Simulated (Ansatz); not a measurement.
**Ni, single point**

The cell (1 atom) is Ni as an experimental structure (space group Fm-3m). Source: COD entry 4320510; it may be a high-temperature, high-pressure or metastable form.

The calculation used DFT, PBE+U, PAW, plane waves, scalar-relativistic in Ansatz development build ahead of 0.2.0.

Input:

```yaml
crystal:
  lattice:
    - [0.0, 1.76987, 1.76987]
    - [1.76987, 0.0, 1.76987]
    - [1.76987, 1.76987, 0.0]
  atoms:
    - { symbol: Ni, position: [0.0, 0.0, 0.0], spin: 2.0 }
magnetization:
  spin_polarized: true
hamiltonian:
  xc: pbe
  pseudopotentials: { kind: paw }
  hubbard: { sites: [{ species: Ni, l: d, u_eff: 6.2 }] }
basis:
  ecutwfc: 420
kpoints:
  mp_grid: { grid: [13, 13, 13] }
scf:
  occupations: { method: fermi_dirac, width: 0.003 }
  lower_state_search: "off"
  algorithm: density_mixing
  max_iter: 60
  mixing: {}
output:
  forces: true
  stress: true
```

Program output, abridged:

```
Ni: projections on atomic orbitals take those of the free atom [Ne] 3s2 3p6 3d8 4s2, of charge +0.00 (hamiltonian.pseudopotentials.projection_atoms); the dataset's partial waves leave at most 1.6e-6 of an orbital's norm unspanned inside its sphere
Pseudopotentials: kind: paw
Pseudopotential: Ni, paw, valence charge 18, recommended cutoff 420 eV (normal), Ni.paw.azcp
Functional definition: PBE
Crystal: 1 atoms, lattice volume = 11.088 Å³
Basis set: ecut = 420 eV, 181 PW (Γ), exchange–correlation on 36×36×36 points (8 copies of the dense FFT grid, shifted against one another)
Bands: 14, of which v1, the nominal top of the filled ones, is band 9 counted from 1 (8 counted from 0)
Symmetry: 48 space group operations
Space group: Fm-3m (ITA 225), of the structure as read, at distance tolerance 2.2e-5 Å
Magnetic group: BNS 225.116 (UNI 1618), of the structure as read, at distance tolerance 2.2e-5 Å
k-points: 84 of 2197
Non-local potential: Ni, projectors of the file, l = 0: 3, l = 1: 2, l = 2: 3, l = 3: 1
Initial density: superposition of atomic densities (chi_scale 0.1, normalization cell)
Starting moments: Σ|m| = 2 μB on 1 of 1 site
Initial wavefunctions: pseudopotential atomic-orbital guess
Functional: x = pbe(κ = 0.804, μ = 0.2195149727645171), c = pbe(β = 0.06672455060314922)
iter 1 solved again at ethr=1.57e-3 eV; its pass at ethr=3.10e-3 eV (dr2=2.83e-1 eV) is discarded
SCF iter   1: F=—  HF=-5835.973389 eV  |F-HF|=—  |Δ(HF+E_count)|=         —  Δρ=1.43e-1 (↑8.14e-2 ↓1.43e-1)  dr2=2.78e-1  dr2_m=1.25e0  M=0.938 μB ∫|m|=1.127 μB  β_m=0.30  ethr=1.57e-3  ⟨swp⟩=1.0  Hψ=15451  notcnv=0
Mixer restart at iter 1: flushing history
preconditioner: auto → none  [metal: Δε(μ)=0.003 eV  Ē_g=18.322 eV  σ=0.003 eV  W_gap=0.23  n_scr=0 (ndim 8)  ℏωp=35.3 eV  f_vac=0.000  D(μ)=2.89/eV (n_scr^D=58)]
spin-set hold released at iteration 1 (the charge has settled, or the pull on large starting moments outlasts its swing): the magnetisation degrees of freedom join the quasi-Newton model from the next iteration; the mixer history was flushed
SCF iter   2: F=—  HF=-5836.331828 eV  |F-HF|=—  |Δ(HF+E_count)|=   3.58e-1  Δρ=8.59e-2 (↑7.83e-2 ↓8.59e-2)  dr2=7.15e-3  dr2_m=6.77e-1  M=0.913 μB ∫|m|=1.113 μB  β_m=0.59  ethr=1.54e-3  ⟨swp⟩=2.4  Hψ=3858  notcnv=0
SCF iter   3: F=—  HF=-5837.232458 eV  |F-HF|=—  |Δ(HF+E_count)|=   9.01e-1  Δρ=1.48e-1 (↑3.62e-2 ↓1.48e-1)  dr2=1.91e0  dr2_m=3.82e-1  M=0.584 μB ∫|m|=0.808 μB  β_m=0.59  ethr=3.97e-5  ⟨swp⟩=3.7  Hψ=6865  notcnv=0  defer=41
SCF iter   4: F=—  HF=-5836.918989 eV  |F-HF|=—  |Δ(HF+E_count)|=   3.13e-1  Δρ=1.73e-2 (↑1.38e-2 ↓1.73e-2)  dr2=5.04e-2  dr2_m=2.81e-3  M=0.649 μB ∫|m|=0.854 μB  β_m=0.57  ethr=3.97e-5  ⟨swp⟩=4.6  Hψ=7928  notcnv=0  defer=106
SCF iter   5: F=—  HF=-5836.921290 eV  |F-HF|=—  |Δ(HF+E_count)|=   2.30e-3  Δρ=4.23e-3 (↑3.78e-3 ↓4.23e-3)  dr2=2.50e-3  dr2_m=5.39e-4  M=0.659 μB ∫|m|=0.849 μB  β_m=0.77  ethr=3.97e-5  ⟨swp⟩=2.8  Hψ=5192  notcnv=0  defer=110
SCF iter   6: F=—  HF=-5836.923445 eV  |F-HF|=—  |Δ(HF+E_count)|=   2.16e-3  Δρ=1.86e-3 (↑8.49e-4 ↓1.86e-3)  dr2=7.21e-5  dr2_m=1.85e-4  M=0.669 μB ∫|m|=0.844 μB  β_m=0.83  ethr=1.39e-5  ⟨swp⟩=2.7  Hψ=3842  notcnv=0  defer=110
SCF iter   7: F=—  HF=-5836.923534 eV  |F-HF|=—  |Δ(HF+E_count)|=   8.89e-5  Δρ=7.70e-4 (↑4.49e-4 ↓7.70e-4)  dr2=6.86e-6  dr2_m=3.76e-5  M=0.666 μB ∫|m|=0.838 μB  β_m=0.85  ethr=4.01e-7  ⟨swp⟩=2.2  Hψ=3480  notcnv=0  defer=110
SCF iter   8: F=—  HF=-5836.923545 eV  |F-HF|=—  |Δ(HF+E_count)|=   1.05e-5  Δρ=5.90e-4 (↑4.10e-4 ↓5.90e-4)  dr2=2.16e-6  dr2_m=2.49e-5  M=0.662 μB ∫|m|=0.835 μB  β_m=0.79  ethr=3.81e-8  ⟨swp⟩=1.5  Hψ=3049  notcnv=0  defer=110
SCF iter   9: F=—  HF=-5836.923541 eV  |F-HF|=—  |Δ(HF+E_count)|=   3.79e-6  Δρ=5.28e-4 (↑3.92e-4 ↓5.28e-4)  dr2=1.21e-6  dr2_m=2.10e-5  M=0.663 μB ∫|m|=0.835 μB  β_m=0.81  ethr=1.20e-8  ⟨swp⟩=1.0  Hψ=2242  notcnv=0  defer=110
SCF iter  10: F=—  HF=-5836.923554 eV  |F-HF|=—  |Δ(HF+E_count)|=   1.31e-5  Δρ=4.28e-4 (↑3.53e-4 ↓4.28e-4)  dr2=4.11e-7  dr2_m=1.51e-5  M=0.661 μB ∫|m|=0.833 μB  β_m=0.18  ethr=6.73e-9  ⟨swp⟩=2.2  Hψ=3287  notcnv=0  defer=110
SCF iter  11: F=—  HF=-5836.923565 eV  |F-HF|=—  |Δ(HF+E_count)|=   1.09e-5  Δρ=6.45e-5 (↑6.45e-5 ↓5.40e-5)  dr2=1.40e-7  dr2_m=3.13e-7  M=0.660 μB ∫|m|=0.832 μB  β_m=0.95  ethr=2.29e-9  ⟨swp⟩=2.2  Hψ=3577  notcnv=0  defer=110
SCF iter  12: F=—  HF=-5836.923566 eV  |F-HF|=—  |Δ(HF+E_count)|=   7.44e-7  Δρ=6.65e-5 (↑6.99e-6 ↓6.65e-5)  dr2=2.37e-7  dr2_m=1.31e-7  M=0.660 μB ∫|m|=0.832 μB  β_m=0.98  ethr=5.56e-10  ⟨swp⟩=3.9  Hψ=6767  notcnv=0
SCF iter  13: F=—  HF=-5836.923566 eV  |F-HF|=—  |Δ(HF+E_count)|=   9.45e-8  Δρ=3.19e-5 (↑2.97e-5 ↓3.19e-5)  dr2=2.21e-7  dr2_m=1.36e-9  M=0.660 μB ∫|m|=0.831 μB  β_m=0.71  ethr=7.80e-10  ⟨swp⟩=2.0  Hψ=3671  notcnv=0  defer=109
SCF iter  14: F=-5836.923566 eV  HF=-5836.923566 eV  |F-HF|=6.31e-8  |Δ(HF+E_count)|=   3.54e-8  Δρ=1.91e-5 (↑1.91e-5 ↓1.32e-5)  dr2=6.28e-8  dr2_m=9.73e-10  M=0.660 μB ∫|m|=0.831 μB  ethr=5.56e-10  ⟨swp⟩=2.5  Hψ=7093  notcnv=0
the last iteration of the SCF fills more bands at one k-point than at another: 9 at σ=↑ k=6 and 10 at σ=↑ k=0; 7 at σ=↓ k=43 and 10 at σ=↓ k=0 (a band counts as filled where it holds over half of its capacity, the bands of one level by their mean; [...]
SCF 1 converged in 14 iterations: F = -5836.923566 eV  dr2 = 6.28e-8
  greatest PAW one-centre occupation: 1.002 electrons in one spin orbital (limit 2), on the Ni atom at site 0 (counted from 0), in its partial waves of l = 1
SCF converged after 14 iterations
Magnetization: 0.6600 μB (9.3300 up, 8.6700 down)
Absolute magnetization: 0.8322 μB (∫|ρ↑−ρ↓|, with the PAW one-centre terms)
Spin contamination: 0.0292 ħ² per cell (⟨S²⟩ above its minimum at these occupations)
Per-site moments (μB) at R_I (Å): [(0.7265, 1.0324)]
Free energy (F): -5836.923566 eV
Harris-Foulkes:  -5836.923566 eV  (|F-HF|=6.31e-8)
Internal energy: -5836.923506 eV  (E = F + TS)
E sigma→0 (E₀):  -5836.923536 eV
Entropy (-TS):   -0.000059 eV (-0.059 meV/atom)
Fermi energy:    17.036814 eV
--- Per-component energies (eV) ---
  E_band       = -300.014295
  E_kinetic    = 284.634358
  E_local      = -3491.782028  (includes V_loc(G=0)·N_el)
  E_nonlocal   = 644.084998
  E_hartree    = 1465.679889
  E_xc         = -84.143373
  E_vxc        = -108.458238  (∫ρ·V_xc dr)
  E_hubbard    = 2.571334  (on-site DFT+U / exact-exchange correction)
  E_vhub       = -22.579280  (the Hubbard potential's part of the band-sum identity)
  E_paw        = -1636.475249  (= ΣΔE_a)
  E_vpaw       = -537.293808  (= ΣTr[D̂ρ^β])
  E_aug_tail   = 0.000495  (compensation charges beyond the density's cutoff)
  E_ewald      = -3021.493931
  E_smearing   = -0.000059  (= −TS)
  E_closure    = 0.000000  (closes the sum)
  Σ components = -5836.923566   (vs F -5836.923566, Δ=0.00e0)
--- Forces (eV/Å), atoms counted from 1 ---
  atom   1  Ni     0.00000000     0.00000000    -0.00000000
  max |Σ_I F_I| component: 8.22e-33 eV/Å
--- Stress (GPa, compression-positive) ---
       -0.669775       0.000000      -0.000000
       -0.000000      -0.669775      -0.000000
       -0.000000       0.000000      -0.669775
  P = ⅓ Tr σ = -0.6698 GPa (-6.698 kbar)
```

A static U favours moments and orbital order; the result depends on U and need not be the measured state. With one magnetic atom in the cell its copies can only be parallel; orders in a larger cell may lie lower. Only one magnetic start was run, with no search, so the state need not be the lowest. The U is a test value, not one fitted to this metal, and a U on a metal's d shells tends to overstate moments.

The run took 1.9 s on 2 threads of x86-64 server CPU, on a shared host, peak memory 0.34 GiB.
